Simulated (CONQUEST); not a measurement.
Consider a self-consistent single point of Se (P3_121, 6 atoms in the cell; from Materials Project mp-14, changed as shown).

```
CELL_PARAMETERS angstrom
      4.41472     0.00000     0.00000
      0.00000     7.64652     0.00000
      0.00000     0.00000     4.87922
ATOMIC_POSITIONS crystal
  Se 0.21789 0.00000 0.33333
  Se 0.89106 0.10895 0.66667
  Se 0.39105 0.39105 0.00000
  Se 0.71789 0.50000 0.33333
  Se 0.39105 0.60894 0.66667
  Se 0.89106 0.89106 0.00000
```

Method: CONQUEST with PBE, numerical atomic orbitals double-zeta with polarisation (the shipped basis), PseudoDojo norm-conserving potentials made for PBE.

CONQUEST settings:

```
setting                                         value
---------------------  ------------------------------
basis                                             DZP
Diag.MPMeshX, Y, Z                              4 2 4
potentials             PseudoDojo norm-conserving PBE
Grid.GridCutoff                                175 Ha
DM.SolutionMethod                              diagon
Diag.kT                                   0.001837 Ha
Diag.GammaCentred                                true
minE.SCTolerance                              1.0e-07
SC.MaxIters                                       100
SC.LinearMixingFactor                             0.3
SC.KerkerPreCondition                            true
SC.KerkerFactor                            0.1 1/bohr
AtomMove.TypeOfRun                             static
```

Results:

- Number of valence electrons: 96
- Number of bands: 108
- Number of k-points after the program's reduction: 28
- Size of the basis: 108
- Number of SCF iterations: 8
- FFT grid: 60 × 96 × 60
- Free energy E − TS: -19791.0176 eV
- Top of the valence band (on the code's own zero): -4.61 eV
- Gap on the k-point mesh: 1.24 eV
- Pressure: 7.14 GPa
- Largest force (vector length): 1.699 eV/Å

Forces (eV/Å):
```json
[
 {"atom": "Se1", "Fx": "1.699", "Fy": "0.000", "Fz": "0.000"},
 {"atom": "Se2", "Fx": "-0.849", "Fy": "1.452", "Fz": "0.016"},
 {"atom": "Se3", "Fx": "-0.849", "Fy": "-1.452", "Fz": "-0.016"},
 {"atom": "Se4", "Fx": "1.699", "Fy": "0.000", "Fz": "0.000"},
 {"atom": "Se5", "Fx": "-0.849", "Fy": "1.452", "Fz": "0.016"},
 {"atom": "Se6", "Fx": "-0.849", "Fy": "-1.452", "Fz": "-0.016"}
]
```

Stress (GPa, positive for compression):
```
 5.53   0.00   0.00
 0.00   5.47   0.02
 0.00   0.02  10.41
```

The gap is read on the k-point mesh of the run and can differ from the gap over the whole zone at this level.

For comparison: a first run was changed to give this one (lattice scaled by 0.98), and from it to this one the free energy goes up by 53.5 meV/atom, the pressure goes from 3.07 to 7.14 GPa, the largest force goes from 0.942 to 1.699 eV/Å and the gap on the mesh goes from 1.167 to 1.240 eV.

The program uses no crystal symmetry, so grid and mesh can part values that symmetry would make equal. The atom-centred basis is finite, which shifts total energies, pressures, gaps and forces against plane waves. Forces above 1 eV/Å remain at this geometry, of which the finite basis can carry a part. The structure comes from a collection of computed structures, made at another level of theory; the collection holds predicted forms beside known ones.

Cost on one core: around 30 core-seconds (rough).
